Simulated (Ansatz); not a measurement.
**Phonon dispersion of Cd₃TeSe₂**

These are results of DFT PBE, scalar-relativistic, plane waves, PAW (Ansatz), not measurements. Cutoff 420 eV, 12×12×4 k-points (Γ-centred), Gaussian smearing of 0.01 eV. No spin polarisation. Phonons by linear response, acoustic sum rule imposed.

Relaxed structure:
```
Cd Te Se
1.0
     4.48149    0.00000    0.00000
    -2.24074    3.88108    0.00000
     0.00000    0.00000   10.97967
Cd Te Se
3 1 2
Direct
  0.00000 0.00000 0.00037
  0.33333 0.66667 0.67973
  0.66667 0.33333 0.31930
  0.33333 0.66667 0.41935
  0.00000 0.00000 0.75560
  0.66667 0.33333 0.07566
```

The cell was found from a structure generator's guess, not taken from experiment. Spin–orbit coupling is left out, which matters for heavy elements. The q mesh is coarse, so values between its points are rough.

Force constants from linear response on a 2×2×1 q mesh.

**Question.** Is the structure dynamically stable on this mesh?

**Answer.** Yes, on this mesh: no mode is imaginary. Between the mesh points the interpolation dips to 5i cm⁻¹.

**Question.** Give the frequencies (cm⁻¹; i marks imaginary ones) at the irreducible q points, in fractions of the reciprocal vectors, the Γ row without the LO field.

**Answer.**
```csv
q,star,frequencies
0.000 0.000 0.000,1,0 0 0 28 28 33 33 92 97 141 142 142 146 146 149 149 163 178
0.000 -0.500 0.000,3,30 39 40 43 45 50 103 107 127 139 146 147 151 155 156 160 164 170
```
